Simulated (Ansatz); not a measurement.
A geometry of In$_{2}$Ag away from equilibrium: the start of the relaxation of a randomly generated symmetric cell of In2Ag (space group No. 129). The numbers are results of PBEsol (plane waves to 420 eV, PAW, scalar-relativistic; Ansatz, an electronic-structure program), not measurements. Γ-centred k-mesh 8×8×4 on the run's cell (coarser than for final values), Fermi–Dirac smearing 0.05 eV.

```xyz
6
Lattice="4.2199 0.0000 0.0000 0.0000 4.2199 0.0000 0.0000 0.0000 8.7063" Properties=species:S:1:pos:R:3 pbc="T T T"
Ag     0.0000     0.0000     4.3531
Ag     2.1099     2.1099     4.3531
In     0.0000     2.1099     5.9559
In     2.1099     0.0000     2.7504
In     0.0000     0.0000     0.0000
In     2.1099     2.1099     0.0000
```

### Question
Predict the force on each atom, in eV/Å.

### Answer
```
atom    Fx    Fy     Fz
----  ----  ----  -----
Ag1   0.00  0.00   0.00
Ag2   0.00  0.00   0.00
In3   0.00  0.00   2.06
In4   0.00  0.00  -2.06
In5   0.00  0.00   0.00
In6   0.00  0.00   0.00
```

### Question
What is the pressure?

### Answer
+2.8 GPa, compression positive.

### Question
How much energy per atom can still be gained by relaxing?

### Answer
0.18 eV/atom; the path ends in P4/nmm (No. 129).

No spin polarisation in the result.

The run could not lose the symmetry of its start, so the end can be a saddle point.

The end of the path is a generated cell of In2Ag: the first start was made by a random draw of sites in a space group, and the end was not matched to a known phase here, so it may be hypothetical.
